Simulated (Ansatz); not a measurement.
AlCrB:
```cif
data_Al2B2Cr2
_chemical_formula_sum 'Al2 B2 Cr2'
_space_group_name_H-M_alt 'P 1'
_space_group_IT_number 1
_cell_length_a 7.07282
_cell_length_b 7.07282
_cell_length_c 2.94596
_cell_angle_alpha 90.000
_cell_angle_beta 90.000
_cell_angle_gamma 155.787
loop_
_space_group_symop_operation_xyz
  'x, y, z'
loop_
_atom_site_label
_atom_site_type_symbol
_atom_site_fract_x
_atom_site_fract_y
_atom_site_fract_z
_atom_site_occupancy
Al1 Al 0.69102 0.30898 0.25000 1
Al2 Al 0.30898 0.69102 0.75000 1
B1 B 0.46745 0.53255 0.75000 1
B2 B 0.53255 0.46745 0.25000 1
Cr1 Cr 0.08370 0.91630 0.75000 1
Cr2 Cr 0.91630 0.08370 0.25000 1
```

Relaxed with PBEsol.

Q: Which orbitals make up the states near the Fermi level in PBEsol (plane waves, PAW; program Ansatz)?

A: Within 0.5 eV of the Fermi level: Cr 3d 85 %, Al 3p 7 %. Projections are on Löwdin-orthogonalised atomic valence shells; empty p or d shells of many metals are not among them.

Q: Tabulate the density of states.

A: States/eV per cell of 6 atoms, in 0.25 eV bins, energy from the Fermi level.

```
E (eV)  total  Cr 3d  B 2p  Al 3p
------  -----  -----  ----  -----
-7.85    1.31   0.25  0.37   0.31
-7.60    1.31   0.26  0.37   0.31
-7.35    1.42   0.27  0.47   0.31
-7.10    1.51   0.30  0.54   0.30
-6.85    1.40   0.28  0.47   0.30
-6.60    1.40   0.28  0.50   0.28
-6.35    1.41   0.29  0.55   0.26
-6.10    1.94   0.42  0.83   0.32
-5.85    1.63   0.39  0.73   0.23
-5.60    2.25   0.58  1.06   0.28
-5.35    2.11   0.57  0.84   0.41
-5.10    2.21   0.63  0.81   0.51
-4.85    2.22   0.64  0.87   0.49
-4.60    2.76   0.90  1.07   0.58
-4.35    2.81   0.97  0.99   0.67
-4.10    3.56   1.15  1.09   1.13
-3.85    3.15   1.20  0.96   0.85
-3.60    3.06   1.47  0.87   0.61
-3.35    2.83   1.58  0.69   0.46
-3.10    2.42   1.53  0.36   0.41
-2.85    2.85   1.91  0.28   0.48
-2.60    3.23   2.32  0.28   0.48
-2.35    4.26   2.87  0.38   0.79
-2.10    4.42   2.96  0.37   0.87
-1.85    2.59   1.87  0.20   0.41
-1.60    2.06   1.43  0.15   0.28
-1.35    3.43   2.33  0.20   0.50
-1.10    5.97   4.96  0.16   0.55
-0.85    2.50   2.18  0.08   0.17
-0.60    1.86   1.63  0.07   0.11
-0.35    1.88   1.69  0.06   0.09
-0.10    1.81   1.60  0.07   0.10
0.15     2.43   2.03  0.12   0.19
0.40     3.56   2.91  0.21   0.28
0.65     4.78   3.88  0.27   0.39
0.90     5.55   4.47  0.29   0.48
1.15     4.03   2.96  0.40   0.44
1.40     4.10   2.82  0.54   0.40
1.65     3.50   2.14  0.53   0.39
1.90     2.46   1.15  0.36   0.38
2.15     3.56   1.43  0.52   0.50
2.40     3.70   1.39  0.52   0.61
2.65     2.90   1.02  0.46   0.55
2.90     3.19   1.16  0.68   0.54
3.15     2.56   0.89  0.57   0.43
3.40     1.77   0.61  0.45   0.27
3.65     1.72   0.53  0.34   0.29
3.90     2.48   0.78  0.45   0.47
4.15     2.40   0.67  0.43   0.46
4.40     2.20   0.50  0.42   0.47
4.65     2.14   0.43  0.39   0.51
4.90     2.21   0.40  0.42   0.58
```

Space group Cmcm. The start of the workflow was typed in or built on a structure type; neither database checked (COD, Materials Project) lists it. Its standing as an ambient phase is unchecked. The cell was relaxed with PBEsol under the symmetry of its start; its stability against distortions is not shown here. The workflow began spin-polarised and lost its moments.

Potentials: the earlier of the program's two PAW sets. The files were generated under PBE; for other functionals the program regenerates the frozen cores, and for LDA and PBEsol the local potential too.
